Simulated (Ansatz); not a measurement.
HfO2:
```
HfO2
1.0
    3.60432     0.00000     0.00000
    0.00000     3.60432     0.00000
    0.00000     0.00000     5.26455
Hf O
2 4
Direct
  0.00000   0.00000   0.00000
  0.50000   0.50000   0.50000
  0.00000   0.50000   0.19327
  0.00000   0.50000   0.69327
  0.50000   0.00000   0.30673
  0.50000   0.00000   0.80673
```

Tensor components refer to the Cartesian frame of this cell.

### Question
Give the high-frequency dielectric tensor and the Born effective charge tensors of the independent atoms from DFPT, PBE in the plane-wave PAW code Ansatz.

### Answer

ε∞:
```
5.25  0.00  0.00
0.00  5.25  0.00
0.00  0.00  4.69
```
Z* of atom 1 (Hf), rows: field, columns: displacement, in e:
```
5.55  0.00  0.00
0.00  5.55  0.00
0.00  0.00  4.73
```
Z* of atom 3 (O), rows: field, columns: displacement, in e:
```
-2.03   0.00   0.00
 0.00  -3.52   0.00
 0.00   0.00  -2.37
```

Static charges for comparison (Bader): Hf1 +2.66, O3 -1.33 e. Born charges measure polarisation by displacement and can exceed these by far.

Space group P4_2/nmc. This is a known high-temperature phase of the composition, computed here at zero pressure and temperature. The PBE relaxation kept the symmetry of its start; phonons show weakly imaginary modes. No spin polarisation was allowed. Scalar-relativistic: spin–orbit coupling is off unless named, which matters more the heavier the elements.

Potentials: the later of the program's two PAW sets.
